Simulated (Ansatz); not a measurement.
Frames from the relaxation of a relaxed MgAu cell displaced along its unstable phonon at q = (½, ½, 0) of its primitive reciprocal cell (75i cm⁻¹), largest move 0.15 Å, as extended XYZ (Å, eV, eV/Å, GPa with compression positive). All values below come from PBEsol (plane waves to 420 eV, PAW, scalar-relativistic; Ansatz, a first-principles code). Γ-centred k-mesh 7×7×6 on the run's cell (coarser than for final values), Fermi–Dirac smearing 0.05 eV.

```xyz
8
Lattice="9.1132 0.0000 0.0000 4.5566 4.5566 0.0000 0.0000 0.0000 5.3653" Properties=species:S:1:pos:R:3:forces:R:3 pbc="T T T" step=1 free_energy=-59677.080 pressure=-0.2 accepted=T
Mg     9.2632     2.2783     0.0000    0.0577    0.0000    0.0000
Mg     4.4066     2.2783     0.0000   -0.0577    0.0000    0.0000
Mg     2.2783     0.1500     2.6827    0.0000    0.0577    0.0000
Mg     6.8349    -0.1500     2.6827    0.0000   -0.0577    0.0000
Au     0.0000     0.0000     1.3413    0.0000    0.0000    0.0000
Au     4.5566     0.0000     1.3413    0.0000    0.0000    0.0000
Au     0.0000     0.0000     4.0240    0.0000    0.0000    0.0000
Au     4.5566     0.0000     4.0240    0.0000    0.0000    0.0000
8
Lattice="9.1213 0.0000 0.0000 4.5607 4.5607 0.0000 0.0000 0.0000 5.3247" Properties=species:S:1:pos:R:3:forces:R:3 pbc="T T T" step=2 free_energy=-59677.093 pressure=0.2 accepted=T
Mg     9.3189     2.2803     0.0000    0.0701    0.0000    0.0000
Mg     4.3630     2.2803     0.0000   -0.0701    0.0000    0.0000
Mg     2.2803     0.1976     2.6624    0.0000    0.0701    0.0000
Mg     6.8410    -0.1976     2.6624    0.0000   -0.0701    0.0000
Au     0.0000     0.0000     1.3312    0.0000    0.0000    0.0000
Au     4.5607     0.0000     1.3312    0.0000    0.0000    0.0000
Au     0.0000     0.0000     3.9935    0.0000    0.0000    0.0000
Au     4.5607     0.0000     3.9935    0.0000    0.0000    0.0000
8
Lattice="9.1024 0.0000 0.0000 4.5512 4.5512 0.0000 0.0000 0.0000 5.2911" Properties=species:S:1:pos:R:3:forces:R:3 pbc="T T T" step=3 free_energy=-59677.174 pressure=0.4 accepted=T
Mg     9.4943     2.2756     0.0000    0.1218    0.0000    0.0000
Mg     4.1593     2.2756     0.0000   -0.1218    0.0000    0.0000
Mg     2.2756     0.3919     2.6456    0.0000    0.1218    0.0000
Mg     6.8268    -0.3919     2.6456    0.0000   -0.1218    0.0000
Au     0.0000     0.0000     1.3228    0.0000    0.0000    0.0000
Au     4.5512     0.0000     1.3228    0.0000    0.0000    0.0000
Au     0.0000     0.0000     3.9683    0.0000    0.0000    0.0000
Au     4.5512     0.0000     3.9683    0.0000    0.0000    0.0000
```

The path has 9 moves and ends in P4₂/mcm (No. 132), 0.02 eV/atom below its start. Free energies are of the whole cell and compare only within this code, potentials and settings.  No spin polarisation in the result.

The run could not lose the symmetry of its start: the end is stationary, and may be a saddle point rather than a minimum.

The end of the path is a generated cell of MgAu: the first start was made by placing the elements on the sites of a structure type, and the end was not matched to a known phase here, so it may be hypothetical.
